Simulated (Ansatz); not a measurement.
**SrC2N2O2 — ¹⁴N nuclear quadrupole resonance**

Cell: a refined structure from the COD, its atoms then relaxed with PBE in this cell.

Space group R3c:H (No. 161); a = 11.8620, c = 12.6980 Å, γ = 120.00°.

```csv
site,Wyckoff,site symmetry,x,y,z
Sr,18b,1,0.0050,0.6483,0.6206
C7,18b,1,0.9773,0.8785,0.7627
C13,18b,1,0.9571,0.8726,0.5028
N19,18b,1,0.0449,0.1317,0.5044
N25,18b,1,0.1020,0.9762,0.7617
O31,18b,1,0.9121,0.7485,0.4970
O37,18b,1,0.5748,0.8599,0.4341
```

One atom of each set is listed; the run and its k-mesh use a cell of 42 atoms with edges of 8.05, 8.05, 8.05 Å.

The numbers come from a DFT calculation in Ansatz (PBE, plane waves and PAW, scalar-relativistic, 420 eV cutoff, Γ-centred 3×3×3 k-points, Fermi–Dirac smearing 0.02 eV).

¹⁴N: I = 1, Q = 20.44 mb (year-2017 value). Static lattice, zero field.

(1) At which frequencies do the ¹⁴N NQR lines lie?

Answers

(1) For I = 1 the lines are ν± = (3/4)|C_Q|(1 ± η/3) and ν₀ = |C_Q|η/2.

```tsv
site	atoms	V_zz (10²¹ V/m²)	C_Q (MHz)	η	line frequencies (MHz)
N19	6	5.24	2.59	0.96	1.25, 1.32, 2.57
N25	6	-5.36	-2.65	0.94	1.24, 1.36, 2.61
```

The relaxation (5 steps) took 3.5 min of wall time (3.5 min of CPU time) and 1.2 GiB at its peak, on 1 thread of Intel Xeon Platinum 8375C CPU @ 2.90GHz (Ice Lake) (x86_64; 16 cores open to the job, memory cap 3.0 GiB, no GPU), a shared host with a load of 0.5 a core.
